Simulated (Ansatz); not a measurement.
TiAu (CsCl type)

```
CELL_PARAMETERS angstrom
      3.18830     0.00000     0.00000
      0.00000     3.18830     0.00000
      0.00000     0.00000     3.18830
ATOMIC_POSITIONS crystal
  Ti 0.50000 0.50000 0.50000
  Au 0.00000 0.00000 0.00000
```

The slice is a {100} plane (indices of the conventional cell) through the point (0.500, 0.500, 0.500) (fractional), spanned by u = [100] and v = [010] in vectors of this cell: u (3.19 Å) and v (3.19 Å, at 90° to u). It covers one period; positions are fractions (u, v).

These are LDA (plane waves to 420 eV, PAW, scalar-relativistic; Ansatz, a quantum-chemistry and plane-wave program) values and carry that method's errors. k mesh 15×15×15. Near the nuclei the fields are pseudised (PAW); where an atom keeps semicore shells as valence, they peak there. Spin-orbit coupling is left out, though Au is heavy. TiAu is run without spin polarisation. TiAu was relaxed with its symmetry unable to fall.

Sketch the electrostatic potential energy of an electron, from the cell's mean on this plane as a map.


```
|xxxxxxxxxx .=+##%##+=. xxxxxxxxx|
|xxxxxxxxxx .=*#%%%#*=. xxxxxxxxx|
|xxxxxxxxxx :=*#%%%#*=: xxxxxxxxx|
|xxxxxxxxxx -+*#%%%#*+- xxxxxxxxx|
|xxxxxxxxx .=*#%%%%%#*=. xxxxxxxx|
|xxxxxxxxx -+*#%@@@%#*+- xxxxxxxx|
|xxxxxxxx :=*#%%@@@%%#*=: xxxxxxx|
|xxxxxxx :=+#%%@@@@@%%#+=: xxxxxx|
|xxxxx  :=+*#%@@@@@@@%#*+=:  xxxx|
|x    .-=+*#%@@@@@@@@@%#*+=-.    |
|...:-=+*##%%@@@@@@@@@%%##*+=-:..|
|====+**#%%@@@@@@@@@@@@@%%#**+===|
|++***##%%@@@@@@@@@@@@@@@%%##***+|
|#####%%%@@@@@@@@@@@@@@@@@%%%####|
|##%%%%@@@@@@@@@@@@@@@@@@@@@%%%%#|
|%%%%%%@@@@@@@@@@@@@@@@@@@@@%%%%%|
|##%%%%@@@@@@@@@@@@@@@@@@@@@%%%%#|
|#####%%%@@@@@@@@@@@@@@@@@%%%####|
|++***##%%@@@@@@@@@@@@@@@%%##***+|
|====+**#%%@@@@@@@@@@@@@%%#**+===|
|...:-=+*##%%@@@@@@@@@%%##*+=-:..|
|x    .-=+*#%@@@@@@@@@%#*+=-.    |
|xxxxx  :=+*#%@@@@@@@%#*+=:  xxxx|
|xxxxxxx :=+#%%@@@@@%%#+=: xxxxxx|
|xxxxxxxx :=*#%%@@@%%#*=: xxxxxxx|
|xxxxxxxxx -+*#%@@@%#*+- xxxxxxxx|
|xxxxxxxxx .=*#%%%%%#*=. xxxxxxxx|
|xxxxxxxxxx -+*#%%%#*+- xxxxxxxxx|
|xxxxxxxxxx :=*#%%%#*=: xxxxxxxxx|
|xxxxxxxxxx .=*#%%%#*=. xxxxxxxxx|
|xxxxxxxxxx .=+##%##+=. xxxxxxxxx|
|xxxxxxxxxxx.=+##%##+=.xxxxxxxxxx|
```
Scale: ten equal steps from 2.00 (start of ' ') to 10.83 (end of '@'), in the order ' .:-=+*#%@'. Values: electrostatic potential energy of an electron, from the cell's mean, in eV. The map has 32 points along u (one character each, u = 0 at the left) and 32 along v (v = 0 in the bottom row). Points within 1 Å of a nucleus are blanked (x), as the pseudised field means little there. Values under 2 eV are set to 2. The zero, the cell's mean, hangs on the PAW cores.
